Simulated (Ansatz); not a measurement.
TiB$_{2}$: clamped-ion strain scan

The calculation used Ansatz 0.2.0, DFT PBE, scalar-relativistic, plane waves, PAW. Settings: plane waves to 420 eV, k-mesh 18×18×14 (Γ-centred), Gaussian smearing 0.15 eV. No spin polarisation. Energies are free energies at this smearing, counted from the undisturbed cell; pressure is positive in compression.

Zero of the scan (relaxed at this level; it needn't be the usual structure):

```
CELL_PARAMETERS angstrom
3.03180 0.00000 0.00000
-1.51590 2.62562 0.00000
0.00000 0.00000 3.22423
ATOMIC_POSITIONS crystal
Ti 0.00000 0.00000 0.00000
B 0.33333 0.66667 0.50000
B 0.66667 0.33333 0.50000
```

The cell is strained by ε times the Voigt pattern (0, 1, 0, 0, 0, 0) (xx, yy, zz, yz, xz, xy; engineering shear) with fractional coordinates fixed. The cell is metallic on the mesh throughout.

```
      ε  ΔE (meV/atom)
-0.0200            7.4
-0.0150            4.1
-0.0100            1.8
-0.0050            0.5
 0.0000            0.0
 0.0050            0.4
 0.0100            1.7
 0.0150            3.8
 0.0175            5.1
 0.0200            6.6
```

Task: Predict the pressure (GPa) at each point.

Result:
```csv
ε,pressure (GPa)
-0.0200,5.9
-0.0150,4.4
-0.0100,2.9
-0.0050,1.4
0.0000,0.0
0.0050,-1.3
0.0100,-2.6
0.0150,-3.9
0.0175,-4.5
0.0200,-5.1
```

Cost: 10 runs of about 3.7 core-minutes in all, on Arm Neoverse N1 (shared hosts).